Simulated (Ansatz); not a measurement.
LiZnCl3 (Pm-3m) at 3 levels of theory

One geometry, relaxed with PBE; plane waves with PAW potentials in Ansatz, scalar-relativistic. No spin polarisation. Gaps are the least over mesh and band path; pressure is positive in compression.

```xyz
5
Lattice="4.8900 0.0000 0.0000 0.0000 4.8900 0.0000 0.0000 0.0000 4.8900" Properties=species:S:1:pos:R:3 pbc="T T T"
Li    2.4450    2.4450    2.4450
Zn    0.0000    0.0000    0.0000
Cl    2.4450    0.0000    0.0000
Cl    0.0000    2.4450    0.0000
Cl    0.0000    0.0000    2.4450
```

```
level  cutoff (eV)  k mesh  gap (eV)  pressure (GPa)
  PBE          420   6×6×6      1.62             0.0
```

Question: What comes out on the same cell with r2SCAN, LDA?

Answer:
| level | cutoff (eV) | k mesh | gap (eV) | pressure (GPa) |
| --- | --- | --- | --- | --- |
| r2SCAN | 500 | 6×6×6 | 2.27 | -1.1 |
| LDA | 420 | 6×6×6 | 1.30 | -3.7 |

The structure comes from a generated guess; another structure or a mixture of phases may lie lower.
